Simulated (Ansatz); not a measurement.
SbIrS:
```xyz
12
Lattice="6.0236 0.0000 0.0000 0.0000 6.0236 0.0000 0.0000 0.0000 6.0236" Properties=species:S:1:pos:R:3 pbc="T T T"
Sb     2.2649     2.2649     2.2649
Sb     0.7469     3.7587     5.2767
Sb     5.2767     0.7469     3.7587
Sb     3.7587     5.2767     0.7469
Ir     5.9301     3.1053     2.9183
Ir     3.1053     2.9183     5.9301
Ir     2.9183     5.9301     3.1053
Ir     0.0935     0.0935     0.0935
S      2.3077     0.7041     5.3195
S      0.7041     5.3195     2.3077
S      5.3195     2.3077     0.7041
S      3.7159     3.7159     3.7159
```

Relaxed with PBEsol.

### Question
Give the Bader charges and basin volumes of the independent atoms, the program Ansatz at the PBEsol level (PAW).

### Answer


```tsv
atom	Bader charge (e)	Bader volume (Å³)
Sb1	+0.83	18.7
Ir5	-0.28	18.8
S9	-0.54	17.1
```

Space group P2_13. The first step of the workflow began from a Materials Project structure, measured or hypothetical; the Crystallography Open Database copy checked does not list it. COD files the formula under space group No. 29. Whether it is the stable phase at ambient conditions was not checked. The cell was relaxed with PBEsol under the symmetry of its start; whether a distortion lowers the energy is not shown. The run is not spin-polarised. Spin–orbit coupling is left out wherever it is not named.

Potentials: the later of the program's two PAW sets.
